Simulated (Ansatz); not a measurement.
Trigonal deformation path in BePd

The calculation used DFT r2SCAN, scalar-relativistic, plane waves, PAW (Ansatz 0.2.0). Cutoff 500 eV, Γ-centred 18×18×18 k-points, Gaussian smearing of 0.15 eV. No spin polarisation. Energies are free energies at this smearing, counted from the undisturbed cell; pressure is positive in compression.

Zero of the scan (as given, not relaxed at this level; it stands at -0.1 GPa, and it needn't be the usual structure):

```xyz
2
Lattice="2.8130 0.0000 0.0000 0.0000 2.8130 0.0000 0.0000 0.0000 2.8130" Properties=species:S:1:pos:R:3 pbc="T T T"
Be    0.0000    0.0000    0.0000
Pd    1.4065    1.4065    1.4065
```

At fixed volume and fractional coordinates, lengths along (0.577, 0.577, 0.577) are scaled against those across it; ρ is that ratio over its starting value. The cell is metallic on the mesh throughout. At ρ = 2.000 the cell becomes cubic (Fm-3m), and there the slope of the energy vanishes by symmetry.

```csv
ρ,ΔE (meV/atom),pressure (GPa)
0.500,4189.3,108.6
0.600,?,?
0.710,709.1,21.3
0.850,?,?
0.930,23.0,0.6
1.000,0.0,-0.1
1.080,20.6,0.5
1.200,?,?
1.410,255.6,8.7
1.700,394.0,13.9
2.000,438.4,15.1
```

(1) Give the withheld values.

Answers

(1) ΔE (meV/atom) at ρ = 0.600: 1857.3; pressure (GPa) at ρ = 0.600: 51.7; ΔE (meV/atom) at ρ = 0.850: 131.6; pressure (GPa) at ρ = 0.850: 4.0; ΔE (meV/atom) at ρ = 1.200: 97.6; pressure (GPa) at ρ = 1.200: 3.1.